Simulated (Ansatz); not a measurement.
Relaxed candidate structures of ZnCu2SnS4:

**A**
```cif
data_Cu2S4SnZn
_chemical_formula_sum 'Cu2 S4 Sn1 Zn1'
_space_group_name_H-M_alt 'P 1'
_space_group_IT_number 1
_cell_length_a 3.84047
_cell_length_b 6.32161
_cell_length_c 7.61605
_cell_angle_alpha 66.014
_cell_angle_beta 81.174
_cell_angle_gamma 81.550
loop_
_space_group_symop_operation_xyz
  'x, y, z'
loop_
_atom_site_label
_atom_site_type_symbol
_atom_site_fract_x
_atom_site_fract_y
_atom_site_fract_z
_atom_site_occupancy
Cu1 Cu 0.54736 0.93116 0.56101 1
Cu2 Cu 0.47315 0.10927 0.19884 1
S1 S 0.84777 0.04090 0.92341 1
S2 S 0.57864 0.73904 0.36685 1
S3 S 0.38471 0.47974 0.04288 1
S4 S 0.99757 0.03043 0.64229 1
Sn1 Sn 0.97521 0.50220 0.78509 1
Zn1 Zn 0.13969 0.75026 0.17695 1
```

**B**
```cif
data_Cu2S4SnZn
_chemical_formula_sum 'Cu2 S4 Sn1 Zn1'
_space_group_name_H-M_alt 'P 1'
_space_group_IT_number 1
_cell_length_a 6.88179
_cell_length_b 6.88180
_cell_length_c 5.67372
_cell_angle_alpha 90.000
_cell_angle_beta 90.000
_cell_angle_gamma 120.000
loop_
_space_group_symop_operation_xyz
  'x, y, z'
loop_
_atom_site_label
_atom_site_type_symbol
_atom_site_fract_x
_atom_site_fract_y
_atom_site_fract_z
_atom_site_occupancy
Cu1 Cu 0.66667 0.33333 0.57419 1
Cu2 Cu 0.33333 0.66667 0.32472 1
S1 S 0.00000 0.00000 0.27851 1
S2 S 0.81577 0.63153 0.32423 1
S3 S 0.81577 0.18423 0.32423 1
S4 S 0.36847 0.18423 0.32423 1
Sn1 Sn 0.66667 0.33333 0.00825 1
Zn1 Zn 0.00000 0.00000 0.76852 1
```

**C**
```
CELL_PARAMETERS angstrom
     -2.68742     2.68742     5.37554
      2.68742    -2.68742     5.37554
      2.68742     2.68742    -5.37554
ATOMIC_POSITIONS crystal
  Cu 0.00000 0.00000 0.00000
  Cu 0.75000 0.25000 0.50000
  Zn 0.25000 0.75000 0.50000
  Sn 0.50000 0.50000 0.00000
  S  0.63861 0.62967 0.52827
  S  0.10140 0.11035 0.47173
  S  0.37033 0.89860 0.00894
  S  0.88965 0.36139 0.99106
```

Task: Put the candidates in order of energy per atom, lowest first, for PBEsol (plane waves to 420 eV, PAW, scalar-relativistic; Ansatz, a first-principles code).

Result: C (reference), A (+0.217 eV/atom), B (+1.11 eV/atom)

Probably no minimum, since a slightly shaken restart fell lower: P3m1, hP8 (by 0.89 eV/atom, to P1). Each run could gain symmetry but not lose that of its start, so entries can be saddle points. From databases, or of a type measured for this composition: I-4, tI16; the others are generated cells (placed on structure types, drawn at random, substituted or restacked) that were not matched to a known phase here. Energies are at zero temperature and pressure, without zero-point motion. No spin polarisation in the result.
